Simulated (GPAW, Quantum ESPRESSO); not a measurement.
## Fitting the PBE energy curve of ScRu3

The structure is cubic, space group Pm-3m (No. 221). Conventional cell: a = 3.938 Å, b = 3.938 Å, c = 3.938 Å, α = 90.00°, β = 90.00°, γ = 90.00°. Ru (site symmetry 4/mmm) has 8 Ru at 2.78 Å and 4 Sc at 2.78 Å as nearest neighbours. Around Sc (site symmetry m-3m) lie 12 Ru at 2.78 Å.

The cell comes from a database or a generator and needn't be the stable form of this composition.

The cell was scaled at fixed shape and fractions and run with GPAW, GPAW PAW data sets (gpaw-data 1.2.1), cutoff 600 eV; PBE, k mesh 7 × 7 × 7 on the cell of 4 atoms, fermi-dirac occupations of 0.05 eV, no spin polarisation, no spin-orbit coupling. Energies are those that the program minimises, any entropy of the smearing included. For a metal such a mesh isn't converged to the digits shown.

```tsv
V (Å³/atom)	energy over the lowest row (meV/atom)
14.3562	26.20
14.6617	8.58
14.9671	0.16
15.2726	0.00
15.5780	?
15.8835	20.97
16.1889	40.63
```

Fit the third-order Birch-Murnaghan form, give V0, B0 and B′, and predict the energy left open.

With y = (V0/V)^(2/3), E = E0 + (9 V0 B0/16) [(y - 1)³ B′ + (y - 1)² (6 - 4y)]. Least squares through the rows shown give V0 = 15.1251 Å³/atom, E0 = -0.89 meV, B0 = 201.7 GPa (1 eV/Å³ = 160.218 GPa) and B′ = 4.55, with a largest miss of 0.01 meV. At V = 15.5780 the form with these constants gives 7.19 meV; the run gave 7.19 meV an atom. Other set-ups at this level, from all their volumes (Å³/atom, GPa): Quantum ESPRESSO, SSSP 1.3 efficiency PBE: V0 15.145, B0 202.9.
